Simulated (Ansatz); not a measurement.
A distorted cell of CdSe (wurtzite):

```xyz
4
Lattice="4.3400 0.0000 0.0000 -2.1700 3.7585 0.0000 0.0000 0.0000 7.0780" Properties=species:S:1:pos:R:3 pbc="T T T"
Cd     2.1700     1.2528     0.0040
Cd     0.0000     2.5057     3.5430
Se     2.1700     1.2528     4.4212
Se     0.0000     2.5057     1.5222
```

Calculation: r2SCAN (plane waves to 500 eV, PAW, scalar-relativistic; Ansatz, a first-principles code). k mesh 7×7×4 (Γ-centred), Fermi-Dirac smearing 0.05 eV. Energies are smeared free energies. Stress and pressure are positive under compression. CdSe was relaxed with its symmetry unable to fall.

Task: Predict the force on every atom, in eV/Å.

Result: 
```
atom     Fx     Fy       Fz
----  -----  -----  -------
Cd1   0.000  0.000    0.806
Cd2   0.000  0.000   11.169
Se3   0.000  0.000    1.619
Se4   0.000  0.000  -13.594
```

Task: Give the stress tensor in GPa and the pressure.

Result: 
```
   -1.1      0.0      0.0
    0.0     -1.1      0.0
    0.0      0.0     29.8
```
The pressure, a third of the trace, is 9.2 GPa.

Task: In it atom 4 sits (0.000, 0.000, 0.640) Å away from its relaxed site. What is its energy relative to the relaxed cell?

Result: 2966 meV/cell.

(For displaced atoms, the force is minus the slope of the energy, and its curvature is a force constant, which sets phonon frequencies.)
